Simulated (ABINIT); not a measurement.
ABINIT input for W, PBE with JTH PAW datasets:

```
pp_dirpath "./pseudo"
pseudos "W.GGA_PBE-JTH.xml"

acell 3*1.0 angstrom
rprim
   -1.585160000000     1.585160000000     1.585160000000
    1.585160000000    -1.585160000000     1.585160000000
    1.585160000000     1.585160000000    -1.585160000000
ntypat 1
znucl 74
natom 1
typat 1
xred
    0.000000000000     0.000000000000     0.000000000000
tolsym 1e-5
chksymtnons 0
chkprim 0

ecut 20
pawecutdg 40
pawovlp 20
ngkpt 17 17 17
nshiftk 1
shiftk 0 0 0
nband 10
occopt 3
tsmear 0.003
tolvrs 1e-10
nstep 90

nucefg 2
quadmom 0
nucfc 1
prtwf 0
prtden 0
prteig 0
prtebands 0
prtgsr 0
```

Geometry: a computed entry of the Materials Project; it was not checked against measured cells. It is W in Im-3m. Stability against distortions was not tested. The run has no spin polarisation.

Each row changes or adds one setting. The quadmom values are sizes without sign and don't touch the SCF cycle. The limit is 90 steps.  The run is metallic or nearly gapless at this level (smeared occupations).

Problem. Which of these changes costs the most SCF steps: diemac = 4; diemac = 40; diemix = 0.4; iscf = 7; nline = 1; nline = 2; npulayit = 12; npulayit = 3; wfoptalg = 14?

Solution. nline = 1, with 33 steps against 16.

```tsv
setting typed	SCF steps	k-points	converged
as in the input	16	165	yes
diemac = 4	14	165	yes
diemac = 40	15	165	yes
diemix = 0.4	16	165	yes
iscf = 7	13	165	yes
nline = 1	33	165	yes
nline = 2	16	165	yes
npulayit = 12	15	165	yes
npulayit = 3	12	165	yes
wfoptalg = 14	8	165	yes
```
